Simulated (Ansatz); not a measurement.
## CaO with Au replacing Ca: which input changes reach the field gradients?

Cell: a supercell of CaO (rock salt type, Fm-3m) built from a COD entry, with all atoms left at the host's positions.

```cif
data_structure
_symmetry_space_group_name_H-M 'P 1'
_symmetry_Int_Tables_number 1
_cell_length_a 10.2099
_cell_length_b 10.2099
_cell_length_c 10.2099
_cell_angle_alpha 60.000
_cell_angle_beta 60.000
_cell_angle_gamma 60.000
_cell_volume 752.58
loop_
_atom_site_label
_atom_site_type_symbol
_atom_site_fract_x
_atom_site_fract_y
_atom_site_fract_z
_atom_site_occupancy
Au1 Au 0.00000 0.00000 0.00000 1
Ca2 Ca 0.00000 0.00000 0.33333 1
Ca3 Ca 0.00000 0.00000 0.66667 1
Ca4 Ca 0.00000 0.33333 0.00000 1
Ca5 Ca 0.00000 0.33333 0.33333 1
Ca6 Ca 0.00000 0.33333 0.66667 1
Ca7 Ca 0.00000 0.66667 0.00000 1
Ca8 Ca 0.00000 0.66667 0.33333 1
Ca9 Ca 0.00000 0.66667 0.66667 1
Ca10 Ca 0.33333 0.00000 0.00000 1
Ca11 Ca 0.33333 0.00000 0.33333 1
Ca12 Ca 0.33333 0.00000 0.66667 1
Ca13 Ca 0.33333 0.33333 0.00000 1
Ca14 Ca 0.33333 0.33333 0.33333 1
Ca15 Ca 0.33333 0.33333 0.66667 1
Ca16 Ca 0.33333 0.66667 0.00000 1
Ca17 Ca 0.33333 0.66667 0.33333 1
Ca18 Ca 0.33333 0.66667 0.66667 1
Ca19 Ca 0.66667 0.00000 0.00000 1
Ca20 Ca 0.66667 0.00000 0.33333 1
Ca21 Ca 0.66667 0.00000 0.66667 1
Ca22 Ca 0.66667 0.33333 0.00000 1
Ca23 Ca 0.66667 0.33333 0.33333 1
Ca24 Ca 0.66667 0.33333 0.66667 1
Ca25 Ca 0.66667 0.66667 0.00000 1
Ca26 Ca 0.66667 0.66667 0.33333 1
Ca27 Ca 0.66667 0.66667 0.66667 1
O28 O 0.16667 0.16667 0.16667 1
O29 O 0.16667 0.16667 0.50000 1
O30 O 0.16667 0.16667 0.83333 1
O31 O 0.16667 0.50000 0.16667 1
O32 O 0.16667 0.50000 0.50000 1
O33 O 0.16667 0.50000 0.83333 1
O34 O 0.16667 0.83333 0.16667 1
O35 O 0.16667 0.83333 0.50000 1
O36 O 0.16667 0.83333 0.83333 1
O37 O 0.50000 0.16667 0.16667 1
O38 O 0.50000 0.16667 0.50000 1
O39 O 0.50000 0.16667 0.83333 1
O40 O 0.50000 0.50000 0.16667 1
O41 O 0.50000 0.50000 0.50000 1
O42 O 0.50000 0.50000 0.83333 1
O43 O 0.50000 0.83333 0.16667 1
O44 O 0.50000 0.83333 0.50000 1
O45 O 0.50000 0.83333 0.83333 1
O46 O 0.83333 0.16667 0.16667 1
O47 O 0.83333 0.16667 0.50000 1
O48 O 0.83333 0.16667 0.83333 1
O49 O 0.83333 0.50000 0.16667 1
O50 O 0.83333 0.50000 0.50000 1
O51 O 0.83333 0.50000 0.83333 1
O52 O 0.83333 0.83333 0.16667 1
O53 O 0.83333 0.83333 0.50000 1
O54 O 0.83333 0.83333 0.83333 1
```

Sites (sets of like atoms) are named by element and the number of their first atom in this list.

Reference run. Level of theory: DFT, PBE, plane waves and PAW, scalar-relativistic, 420 eV cutoff, Γ-centred 2×2×2 k-points, Fermi–Dirac smearing 0.01 eV, cell charge +1 (Ansatz 0.2.0).

It gives V_zz (10²¹ V/m²) O30 10.33 (η 0.00), Ca15 1.63 (η 0.00), among others. Each of these runs changes the input as listed (caps on SCF iterations aside):

A. accuracy: not typed → high; scf.occupations.width: 0.01 → not typed; scf.occupations.method: fermi_dirac → tetrahedron_uncorrected; crystal.symmetry: not typed → {detect: false}
B. kpoints.mp_grid.grid: [2, 2, 2] → [0, 2, 2]

(1) How does each run end, and how far do the gradients move?

Answers

(1) 

```
run  O30 V_zz (η)  Ca15 V_zz (η)  largest change of a gradient tensor, all atoms                                                                                  note
  A  10.38 (0.00)    1.52 (0.00)                                            0.11                                                                             converged
  B             –              –                                               –  refused: invalid value for `kpoints.mp_grid.grid`: each dimension must be in 1..=255
```

Run A moves a gradient tensor by up to 0.11, on Ca15 (V_zz from 1.63 to 1.52). Run B holds a mesh with a zero.

Run A changes accuracy, scf.occupations together, so the table can't tell their shares apart.

On the reference run: The run isn't spin-polarised, and a state with spin may lie lower. The defect repeats with the cell of 54 atoms, so it feels its images: sites between two images don't show the values beside a lone defect, and zeros or small values of η there can come from the images' arrangement. A uniform background compensates the cell's charge. The defect cell has no gap above 0.1 eV on its mesh, so the values can hang on the smearing and the k-mesh. Without spin–orbit coupling the gradients at and beside Au can be off by some per cent, at some sites by more. The neighbours have not yet relaxed around the defect (largest force 0.19 eV/Å), so a real crystal will differ.
